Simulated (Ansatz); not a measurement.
ZnSnN$_{2}$ in space group R-3m (No. 166; Zn on 3a, Sn on 3b, N on 6c), the program Ansatz at the r²SCAN level (PAW), all energies at zero smearing, with the estimated change up to a 700 eV cutoff added, with one set of potentials and settings (totals compare only within such a set). Cell of 4 atoms (1 Zn, 1 Sn, 2 N): -10133.306 eV.

```csv
element,reference phase,E (eV/atom)
Zn,"P6_3/mmc, 2 atoms in the cell",-3325.6729
Sn,"Fd-3m, 2 atoms in the cell",-6038.6401
N,"Pa-3, 8 atoms in the cell",-384.8315
```

Formation energy per atom, worked out: (-10133.306 − 1×(-3325.6729) − 1×(-6038.6401) − 2×(-384.8315))/4 = 0.167 eV/atom (16 kJ per mol of atoms), at 0 K, without zero-point energy or fitted corrections.

The start of the workflow was typed in or built on a structure type; neither database checked (COD, Materials Project) lists it. Whether it is the stable phase at ambient conditions was not checked. The cell was relaxed with r²SCAN under the symmetry of its start; its stability against distortions is not shown here. Its formation energy is positive at this level, so the cell may be metastable or incomplete. The references are the lowest solids computed at this level, not always the standard phases (solids in place of the gases). Scalar-relativistic: spin–orbit coupling is off unless named, which matters more the heavier the elements.

Potentials: the later of the program's two PAW sets.
